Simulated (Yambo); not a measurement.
Yambo run on CdZnS₂ (space group P-4m2, No. 115). The wavefunctions come from this Quantum ESPRESSO step (PBEsol, PseudoDojo standard norm-conserving files, fully relativistic):

```
&CONTROL
  calculation = 'nscf'
  pseudo_dir = './pseudo'
  outdir = './out'
/
&SYSTEM
  ibrav = 0
  nat = 4
  ntyp = 3
  ecutwfc = 102.0
  ecutrho = 408.0
  occupations = 'fixed'
  force_symmorphic = .true.
  nbnd = 215
  noncolin = .true.
  lspinorb = .true.
/
&ELECTRONS
  conv_thr = 4e-09
  diago_full_acc = .true.
  diago_thr_init = 1e-08
/
ATOMIC_SPECIES
S 32.0600 S.upf
Zn 65.3800 Zn.upf
Cd 112.4140 Cd.upf
CELL_PARAMETERS angstrom
  3.928121721000   0.000000000000   0.000000000000
  0.000000000000   3.928121721000   0.000000000000
  0.000000000000   0.000000000000   5.652446502000
ATOMIC_POSITIONS crystal
S   0.500000000000   0.000000000000   0.275430780100
S   0.000000000000   0.500000000000   0.724569219900
Zn   0.000000000000   0.000000000000   0.500000000000
Cd   0.500000000000   0.500000000000   0.000000000000
K_POINTS automatic
4 4 2 0 0 0
```

Yambo input:

```
rim_cut
gw0
dyson
el_el_corr
HF_and_locXC
ppa
em1d
RandQpts= 1000000
RandGvec= 1 Ry
EXXRLvcs= 102 Ry
VXCRLvcs= 408 Ry
Chimod= "HARTREE"
% BndsRnXp
 17 | 214 |
%
NGsBlkXp= 6 Ry
% LongDrXp
 1.0 | 1.0 | 1.0 |
%
PPAPntXp= 27.2114 eV
% GbndRnge
 1 | 214 |
%
GTermKind= "BG"
DysSolver= "n"
ExtendOut
% QPkrange
 1 | 1 | 50 | 54 |
 2 | 2 | 52 | 53 |
 5 | 5 | 52 | 53 |
 6 | 6 | 52 | 53 |
 11 | 11 | 52 | 53 |
 12 | 12 | 52 | 53 |
%
```

k points by index: 1 = Γ, 2 = Z, 5 = X, 6 = R, 11 = M, 12 = A.

Resulting energies as the program prints them:

```
#    K-point    Band    Eo [eV]    E [eV]    E-Eo [eV]    Vxc [eV]    Vnlxc [eV]    Sc|Eo [eV]    Sc|E [eV]    dSc/dw|Eo [eV]    Re(Z)    Im(Z)
#
    1    50    -0.029001    -0.741868    -0.712866    -15.97109    -19.11345    2.239408    2.429492    -7.254807    0.789507    -0.001384
    1    51    0.000000    -0.706756    -0.706756    -15.85623    -18.94476    2.193585    2.381774    -7.244581    0.789741    -0.001382
    1    52    0.000000    -0.706750    -0.706750    -15.85623    -18.94476    2.193590    2.381777    -7.244559    0.789742    -0.001382
    1    53    1.362290    1.876628    0.514338    -11.21313    -7.087632    -3.494250    -3.611155    -6.183667    0.814831    -0.001276
    1    54    1.362290    1.876622    0.514333    -11.21313    -7.087631    -3.494258    -3.611162    -6.183661    0.814831    -0.001276
    2    52    -0.920760    -1.670595    -0.749835    -14.57914    -17.91349    2.382348    2.584523    -7.335829    0.787656    -0.001362
    2    53    3.787087    4.327506    0.540419    -12.17279    -7.656056    -3.846681    -3.976314    -6.526293    0.806557    -0.947145E-3
    5    52    -0.680515    -1.403079    -0.722564    -14.68537    -17.94947    2.346974    2.541535    -7.325954    0.787881    -0.001404
    5    53    4.168077    4.823443    0.655366    -12.07556    -7.314045    -3.950630    -4.106144    -6.455818    0.808244    -0.001378
    6    52    -0.623898    -1.340778    -0.716880    -14.67698    -17.91559    2.328683    2.521734    -7.326692    0.787864    -0.001410
    6    53    2.860384    3.407229    0.546845    -11.39717    -7.043378    -3.683797    -3.806951    -6.126936    0.816217    -0.001277
    11    52    -2.057500    -2.811338    -0.753838    -12.95600    -16.47429    2.543923    2.764447    -7.961744    0.773593    0.006081
    11    53    3.189598    3.522059    0.332461    -10.12215    -6.208258    -3.510422    -3.581431    -5.809983    0.824052    -0.001250
    12    52    -2.501027    -3.389743    -0.888716    -14.46606    -18.43922    2.843197    3.084445    -7.387057    0.786491    0.507632E-3
    12    53    5.342166    5.711194    0.369028    -10.98462    -6.694122    -3.835551    -3.921468    -6.336673    0.811116    0.796058E-3
```
(The two width columns are left out.) Convergence of these settings isn't established.

Geometry relaxed with PBEsol.

The structure is a Materials Project entry; no match was found in the copy of COD used, and its stability was not checked.
